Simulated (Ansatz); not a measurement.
Input, command and steps of an Ansatz relaxation.

```yaml
crystal:
  lattice:
    - [3.3174703507, 0.0, 0.0]
    - [-1.6587351754, 2.8730136, 0.0]
    - [0.0, 0.0, 3.5819862591]
  atoms:
    - { symbol: V, position: [0.3333333333, 0.6666666667, 0.5], spin: 0.16 }
    - { symbol: V, position: [0.6666666667, 0.3333333333, 0.5], spin: 0.16 }
    - { symbol: F, position: [0.0, 0.0, 0.0] }
basis:
  ecutwfc: 420
kpoints:
  mp_grid: { grid: [6, 6, 6] }
hamiltonian:
  xc: pbe
scf:
  occupations: { method: gaussian, width: 0.1 }
  lower_state_search: "off"
output:
  forces: true
  stress: true
  eigenvalues: true
  populations: true
magnetization:
  spin_polarized: true
relax:
  adjacent_minimum: "off"
  f_tol: 0.04
  max_steps: 70
  cell: { stress_tol: 0.4 }
```

```bash
ansatz run input.yaml --threads 1 --pin off --max-ram 2560MiB --backend cpu --events-out ev --progress --plain --runs-dir out
```

These are results of DFT PBE, scalar-relativistic, plane waves, PAW in Ansatz 0.2.0, not measurements.

Of 20 frames 10 are shown, positions in Å and forces in eV/Å; the SCF threshold varies from step to step. Steps run on the plane waves of an earlier cell, with a Pulay correction in the pressure. The basis is chosen afresh for the last frame, the zero of the energies, and at times for earlier ones too; energy and pressure step there, also at an unchanged geometry. Here that happened at steps 13 (-147 meV/atom, 14.4 GPa), 17 (-11 meV/atom, 0.8 GPa); the frames before carry an error of that size.

```xyz
3
Lattice="3.3175 0.0000 0.0000 -1.6587 2.8730 0.0000 0.0000 0.0000 3.5820" Properties=species:S:1:pos:R:3:forces:R:3 pbc="T T T" step=1 free_energy_over_end_meV_per_atom=963.99 pressure_GPa=32.22
V     0.0000    1.9153    1.7910    0.0000    0.0000    0.0000
V     1.6587    0.9577    1.7910    0.0000    0.0000    0.0000
F     0.0000    0.0000    0.0000    0.0000    0.0000    0.0000
3
Lattice="3.6327 0.0000 0.0000 -1.8164 3.1460 0.0000 0.0000 0.0000 3.6528" Properties=species:S:1:pos:R:3:forces:R:3 pbc="T T T" step=3 free_energy_over_end_meV_per_atom=648.62 pressure_GPa=2.45
V     0.0000    2.0973    1.8264    0.0000    0.0000    0.0000
V     1.8164    1.0487    1.8264    0.0000    0.0000    0.0000
F     0.0000    0.0000    0.0000    0.0000    0.0000    0.0000
3
Lattice="3.7785 0.0000 0.0000 -1.8892 3.2723 0.0000 0.0000 0.0000 3.3048" Properties=species:S:1:pos:R:3:forces:R:3 pbc="T T T" step=5 free_energy_over_end_meV_per_atom=567.07 pressure_GPa=-0.93
V     0.0000    2.1815    1.6524    0.0000    0.0000    0.0000
V     1.8892    1.0908    1.6524    0.0000    0.0000    0.0000
F     0.0000    0.0000    0.0000    0.0000    0.0000    0.0000
3
Lattice="3.8802 0.0000 0.0000 -1.9401 3.3604 0.0000 0.0000 0.0000 2.9574" Properties=species:S:1:pos:R:3:forces:R:3 pbc="T T T" step=7 free_energy_over_end_meV_per_atom=432.22 pressure_GPa=-1.13
V     0.0000    2.2403    1.4787    0.0000    0.0000    0.0000
V     1.9401    1.1201    1.4787    0.0000    0.0000    0.0000
F     0.0000    0.0000    0.0000    0.0000    0.0000    0.0000
3
Lattice="3.9784 0.0000 0.0000 -1.9892 3.4454 0.0000 0.0000 0.0000 2.6119" Properties=species:S:1:pos:R:3:forces:R:3 pbc="T T T" step=9 free_energy_over_end_meV_per_atom=281.20 pressure_GPa=1.36
V     0.0000    2.2970    1.3059    0.0000    0.0000    0.0000
V     1.9892    1.1485    1.3059    0.0000    0.0000    0.0000
F     0.0000    0.0000    0.0000    0.0000    0.0000    0.0000
3
Lattice="4.0202 0.0000 0.0000 -2.0101 3.4816 0.0000 0.0000 0.0000 2.5346" Properties=species:S:1:pos:R:3:forces:R:3 pbc="T T T" step=12 free_energy_over_end_meV_per_atom=271.63 pressure_GPa=0.11
V     0.0000    2.3211    1.2673    0.0000    0.0000    0.0000
V     2.0101    1.1605    1.2673    0.0000    0.0000    0.0000
F     0.0000    0.0000    0.0000    0.0000    0.0000    0.0000
3
Lattice="4.1673 0.0000 0.0000 -2.0836 3.6090 0.0000 0.0000 0.0000 2.4914" Properties=species:S:1:pos:R:3:forces:R:3 pbc="T T T" step=14 free_energy_over_end_meV_per_atom=44.88 pressure_GPa=6.29
V     0.0000    2.4060    1.2457    0.0000    0.0000    0.0000
V     2.0836    1.2030    1.2457    0.0000    0.0000    0.0000
F     0.0000    0.0000    0.0000    0.0000    0.0000    0.0000
3
Lattice="4.3404 0.0000 0.0000 -2.1702 3.7589 0.0000 0.0000 0.0000 2.4093" Properties=species:S:1:pos:R:3:forces:R:3 pbc="T T T" step=16 free_energy_over_end_meV_per_atom=11.23 pressure_GPa=-0.02
V     0.0000    2.5059    1.2046    0.0000    0.0000    0.0000
V     2.1702    1.2530    1.2046    0.0000    0.0000    0.0000
F     0.0000    0.0000    0.0000    0.0000    0.0000    0.0000
3
Lattice="4.3581 0.0000 0.0000 -2.1790 3.7742 0.0000 0.0000 0.0000 2.4009" Properties=species:S:1:pos:R:3:forces:R:3 pbc="T T T" step=18 free_energy_over_end_meV_per_atom=0.16 pressure_GPa=0.25
V     0.0000    2.5161    1.2004    0.0000    0.0000    0.0000
V     2.1790    1.2581    1.2004    0.0000    0.0000    0.0000
F     0.0000    0.0000    0.0000    0.0000    0.0000    0.0000
3
Lattice="4.3599 0.0000 0.0000 -2.1800 3.7758 0.0000 0.0000 0.0000 2.4064" Properties=species:S:1:pos:R:3:forces:R:3 pbc="T T T" step=20 free_energy_over_end_meV_per_atom=0.00 pressure_GPa=-0.12
V     0.0000    2.5172    1.2032    0.0000    0.0000    0.0000
V     2.1800    1.2586    1.2032    0.0000    0.0000    0.0000
F     0.0000    0.0000    0.0000    0.0000    0.0000    0.0000
```

The start puts this composition into another compound's structure type, which needn't suit it. At the end the space group is P6/mmm (tolerance 0.05 Å).

Time: 100 s on 1 thread of Intel(R) Xeon(R) Platinum 8259CL CPU @ 2.50GHz (Skylake/Cascade Lake), on a shared host, peak memory 0.4 GiB.

The k mesh is coarse. Moments started parallel, and an antiferromagnetic order may lie lower.